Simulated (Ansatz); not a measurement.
A geometry of Nb away from equilibrium: step 2 of the relaxation of a relaxed Nb cell displaced along its unstable phonon at q = (0, 0, ½) of its primitive reciprocal cell (111i cm⁻¹), largest move 0.15 Å. Level of theory: r2SCAN (plane waves to 500 eV, PAW, scalar-relativistic; Ansatz, a first-principles code). Γ-centred k-mesh 13×13×6 on the run's cell (coarser than for final values), Fermi–Dirac smearing 0.05 eV. The plane waves were selected for a different cell earlier on the path.

```xyz
2
Lattice="2.8601 0.0000 0.0000 -1.4300 2.5047 0.0000 0.0000 0.0000 5.3031" Properties=species:S:1:pos:R:3 pbc="T T T"
Nb     0.0000    -0.3483     0.0000
Nb     0.0000     0.3483     2.6515
```

Question: What forces act on the atoms (eV/Å)?

Answer: 
```json
[
 {"atom": "Nb1", "Fx": "0.00", "Fy": "-0.71", "Fz": "0.00"},
 {"atom": "Nb2", "Fx": "0.00", "Fy": "0.71", "Fz": "0.00"}
]
```

The path ends in Cmcm (No. 63) (AFLOW prototype A_oC4_63_c (A20)). No spin polarisation in the result.

The run could not lose the symmetry of its start, so the end can be a saddle point.

The end of the path is a generated cell of Nb: the first start was made by placing the elements on the sites of a structure type, and the end was not matched to a known phase here, so it may be hypothetical. Known forms of Nb include space group No. 229.
